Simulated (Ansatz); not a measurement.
The start is a relaxed InAs cell with every coordinate shifted by Gaussian noise of σ = 0.45 Å. A full variable-cell relaxation at zero pressure is run with PBE (plane waves to 420 eV, PAW, scalar-relativistic; Ansatz, a quantum-chemistry and plane-wave program). The first steps use a coarse 7×7×7 k-mesh.

Input geometry:
```
CELL_PARAMETERS angstrom
      0.00000     3.09316     3.09316
      3.09316     0.00000     3.09316
      3.09316     3.09316     0.00000
ATOMIC_POSITIONS crystal
  As 0.80938 0.80617 0.62055
  In 0.68547 0.22117 0.03464
```

```json
{
 "initial_pressure": "+4 GPa (positive: the cell is compressed)",
 "energy_released": "0.57 eV/atom",
 "relative_to_the_parent": "It relaxes back to the parent, F-43m (No. 216)",
 "Shortest distances (start → end)": "The closest pairs of elements (up to four, under 3.6 Å), start → end: As–In 2.43 → 2.68 Å",
 "optimiser_moves": "17"
}
```

Final values are on a 9×9×9 k-mesh of the relaxed cell. No spin polarisation in the result.
